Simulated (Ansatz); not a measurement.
## Si2W (MoSi2 type) under strong compression

```xyz
3
Lattice="-1.6143 1.6143 3.9349 1.6143 -1.6143 3.9349 1.6143 1.6143 -3.9349" Properties=species:S:1:pos:R:3 pbc="T T T"
W     0.0000    0.0000    0.0000
Si    0.0000    0.0000    2.6325
Si    0.0000    0.0000   -2.6325
```

The cell comes from a relaxation on PAW files under the same functional, begun from a prototype that needn't be the stable phase.

Its volume is scaled, and at each volume shape and atoms are relaxed on PAW files; all methods then take that cell.

Computed with Ansatz 0.2.0; functional PBE, scalar-relativistic. Settings: a Γ-centred 14×14×14 k mesh, Fermi–Dirac smearing of 0.1 eV, no spin polarisation. Methods: LAPW: all electrons, basis error target 1 meV/atom; PAW: frozen-core files, cutoff 420 eV; crystal datasets: all electrons, by PAW datasets that the program makes for each cell; norm-conserving: pseudopotentials, cutoff 1007 eV; PAW (cutoff 1000 eV): frozen-core files, cutoff 1000 eV.

Energies are extrapolated to zero smearing and count from the unscaled cell; pressure is positive in compression; gaps take the mesh and a band path. No temperature or zero-point motion is included.

Spin–orbit coupling is left out, which matters for the heavy atoms.

```json
{"V/V0": "1.00", "V (Å³/atom)": "13.67", "P LAPW (GPa)": "0.02", "ΔE LAPW (eV/atom)": "0.000", "P PAW − LAPW (GPa)": "0.01", "ΔE PAW − LAPW (meV/atom)": "0.0", "space group": "I4/mmm", "shortest distance (Å)": "2.605"}
{"V/V0": "0.94", "V (Å³/atom)": "12.85", "P LAPW (GPa)": "15.32", "ΔE LAPW (eV/atom)": "0.037", "P PAW − LAPW (GPa)": "0.07", "ΔE PAW − LAPW (meV/atom)": "0.2", "space group": "I4/mmm", "shortest distance (Å)": "2.574"}
{"V/V0": "0.88", "V (Å³/atom)": "12.03", "P LAPW (GPa)": "36.5", "ΔE LAPW (eV/atom)": "0.166", "P PAW − LAPW (GPa)": "0.18", "ΔE PAW − LAPW (meV/atom)": "0.8", "space group": "I4/mmm", "shortest distance (Å)": "2.516"}
{"V/V0": "0.80", "V (Å³/atom)": "10.94", "P LAPW (GPa)": "77.8", "ΔE LAPW (eV/atom)": "0.546", "P PAW − LAPW (GPa)": "0.44", "ΔE PAW − LAPW (meV/atom)": "2.8", "space group": "I4/mmm", "shortest distance (Å)": "2.426"}
{"V/V0": "0.72", "V (Å³/atom)": "9.84", "P LAPW (GPa)": "?", "ΔE LAPW (eV/atom)": "?", "P PAW − LAPW (GPa)": "?", "ΔE PAW − LAPW (meV/atom)": "?", "space group": "?", "shortest distance (Å)": "?"}
{"V/V0": "0.62", "V (Å³/atom)": "8.48", "P LAPW (GPa)": "279.8", "ΔE LAPW (eV/atom)": "3.024", "P PAW − LAPW (GPa)": "2.14", "ΔE PAW − LAPW (meV/atom)": "19.3", "space group": "I4/mmm", "shortest distance (Å)": "2.205"}
```

Question: Fit the Vinet equation to the LAPW pressures shown (residuals weighted by 1/(|P| + 0.03·Pmax)), and predict the pressure of the withheld row.

Answer: The fit gives V0 = 13.67 Å³/atom, B0 = 216 GPa and B0′ = 4.43. At 9.84 Å³/atom, x = (V/V0)^(1/3) = 0.8963, and P = 3·B0·(1 − x)/x²·exp[1.5·(B0′ − 1)·(1 − x)] = 142.5 GPa. The run itself gave 142.4 GPa (+0.1 % off) and ΔE = 1.281 eV/atom.

Question: At the smallest volume, how far do crystal datasets and norm-conserving and PAW (cutoff 1000 eV) lie from LAPW in pressure?

Answer: crystal datasets: +0.01 GPa; norm-conserving: +1.12 GPa; PAW (cutoff 1000 eV): +2.10 GPa, on a LAPW pressure of 279.8 GPa.

Question: How do the Löwdin populations by LAPW change from the unscaled cell to the last row?

Answer: W 5s 1.95 → 1.88, W 6s 0.53 → 0.49, W 5d 5.44 → 6.11, Si 3s 1.19 → 0.92 electrons an atom. These are projections on the shells that the free atoms fill; 0.23 e a cell lies outside them at the start and 0.27 e at the end.
